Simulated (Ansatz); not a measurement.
In₂Ge₂O₇ (space group C2/m)

```xyz
11
Lattice="3.2942 -4.3806 0.0000 3.2942 4.3806 0.0000 -1.0150 0.0000 4.8094" Properties=species:S:1:pos:R:3 pbc="T T T"
In     3.2942     1.6965     0.0000
In     3.2942    -1.6965     0.0000
Ge     4.4187     0.0000     2.8524
Ge     1.1548     0.0000     1.9571
O      1.3725    -1.4664     1.0240
O      4.2010     1.4664     3.7854
O      4.2010    -1.4664     3.7854
O      1.3725     1.4664     1.0240
O      2.7867     4.3806     2.4047
O      1.9893     0.0000     3.4979
O      3.5842     0.0000     1.3116
```

The atoms are displaced by Q × the pattern below (from a DFPT mode at Γ, largest move 1; Q in Å), at fixed cell.

```json
[
 {"atom": "In1", "x": "-0.152", "y": "0.000", "z": "-0.027"},
 {"atom": "In2", "x": "-0.152", "y": "0.000", "z": "-0.027"},
 {"atom": "Ge3", "x": "-0.157", "y": "0.000", "z": "0.027"},
 {"atom": "Ge4", "x": "-0.157", "y": "0.000", "z": "0.027"},
 {"atom": "O5", "x": "0.980", "y": "0.060", "z": "-0.191"},
 {"atom": "O6", "x": "0.980", "y": "0.060", "z": "-0.191"},
 {"atom": "O7", "x": "0.980", "y": "-0.060", "z": "-0.191"},
 {"atom": "O8", "x": "0.980", "y": "-0.060", "z": "-0.191"},
 {"atom": "O9", "x": "0.132", "y": "0.000", "z": "0.218"},
 {"atom": "O10", "x": "-0.223", "y": "0.000", "z": "0.342"},
 {"atom": "O11", "x": "-0.223", "y": "0.000", "z": "0.342"}
]
```

Method: LDA (plane waves to 420 eV, PAW, scalar-relativistic; Ansatz, a first-principles code). k mesh 5×5×6 (Γ-centred), Fermi-Dirac smearing 0.05 eV. The energy includes the smearing's −TS. In2Ge2O7 was relaxed with its symmetry unable to fall. The zero of ΔE is the undisplaced structure.

The scan covers Q from -0.180 to 0.180 Å in 13 points.

**Question.** Which space group does the distorted structure have?

**Answer.** Cm (No. 8), lowered from C2/m.

**Question.** Is the energy the same for equal positive and negative displacements?

**Answer.** Even: the same for both signs.

**Question.** What is the energy change at Q = 0.180 Å?

**Answer.** 1071 meV/cell.

**Question.** What harmonic wavenumber does the curvature at Q = 0 give?

**Answer.** 469 cm⁻¹.

(A displaced cell: forces are minus the slopes of the energy, force constants its curvatures, and phonons follow from these.)
